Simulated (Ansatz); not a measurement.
## W3C2: rattling a relaxed structure

It was reached by relaxing an invented guess, and it needn't be the stable form of this composition.

Computed with DFT PBE, scalar-relativistic, plane waves, PAW (Ansatz). Settings: cutoff 420 eV, Γ-centred mesh 10×10×8 on the computed 5-atom cell, Gaussian smearing of 0.10 eV; no spin polarisation.

The cell below (5 atoms, space group P4/mmm (No. 123)) is relaxed within its symmetry.

```
CELL_PARAMETERS angstrom
3.95771 0.00000 0.00000
0.00000 3.95771 0.00000
0.00000 0.00000 4.97862
ATOMIC_POSITIONS crystal
W 0.50000 0.50000 0.24163
W 0.50000 0.50000 0.75837
W 0.00000 0.00000 0.50000
C 0.00000 0.50000 0.50000
C 0.50000 0.00000 0.50000
```

For the test a repeat of it with 10 atoms (edges 3.96, 3.96, 9.96 Å) was strained at random (σ = 1.5 % a component), the atoms were moved at random (σ = 0.15 Å), and all was relaxed again on a coarse 6×6×2 mesh (in the run’s order of axes) with 0.20 eV smearing, with no symmetry imposed.

These runs have no spin–orbit coupling, which can matter for W.

Task: Is the structure stable against such a distortion?

Result: It doesn't return. The energy falls by 1316 meV/atom on that mesh, the volume changes by -25.0 %, and the end has space group Immm (No. 71) at a loose tolerance. Relaxed again on a 16×16×16 mesh with 0.10 eV smearing, the new structure lies 1295 meV/atom below the first (mesh in the axes of the run's cell; the cell below is made exact in the group named). Space group Immm (No. 71), orthorhombic, a = 3.005 Å, b = 4.328 Å, c = 8.986 Å. Around W on a site of symmetry mmm lie 4 C at 2.16 Å and 12 W at 2.98–3.10 Å; around W on a site of symmetry mm2 lie 4 C at 2.16–2.17 Å, 1 W at 2.78 Å and 11 W at 2.98–3.14 Å; around C lie 6 W at 2.16–2.17 Å.

```
CELL_PARAMETERS angstrom
-1.50242 2.16410 4.49305
1.50242 -2.16410 4.49305
1.50242 2.16410 -4.49305
ATOMIC_POSITIONS crystal
W 0.50000 0.00000 0.50000
W 0.84505 0.34505 0.50000
W 0.15495 0.65495 0.50000
C 0.32725 0.32725 0.00000
C 0.67275 0.67275 0.00000
```
